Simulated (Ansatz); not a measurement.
A generated cell, not matched to a known phase here, of ScAs: F-43m (No. 216), cF8, zinc blende type; a = 6.0395 Å, b = 6.0395 Å, c = 6.0395 Å, α = 90.00°, β = 90.00°, γ = 90.00°; As 4c (0.250, 0.250, 0.250); Sc 4a (0.000, 0.000, 0.000). These are PBEsol (plane waves to 420 eV, PAW, scalar-relativistic; Ansatz, a quantum-chemistry and plane-wave program) values and carry that method's errors. Element references, the lowest calculated here: As (R-3m), Sc (P6₃/mmc).

Total energies (eV/atom, σ → 0; comparable only within this code, potentials and settings):

| phase | E (eV/atom) |
|---|---|
| ScAs (F-43m) | -3463.017 |
| As (R-3m) | -4813.025 |
| Sc (P6₃/mmc) | -2111.369 |

**Question.** What is the formation energy of this F-43m form of ScAs from the elements?

**Answer.** E_f = -3463.017 − [1 × (-2111.369) + 1 × (-4813.025)] / 2 = -0.82 eV/atom (-1.6 eV per formula unit).

A lower structure of this composition may exist.

Static energies, no anion corrections, no zero-point energy. Values are rounded to 0.01 eV/atom. Not shown to be the ambient phase of their composition (a lower form may be missing, and a cell relaxed within its start's symmetry can be a saddle point): ScAs (F-43m). The compounds carry no spin polarisation.
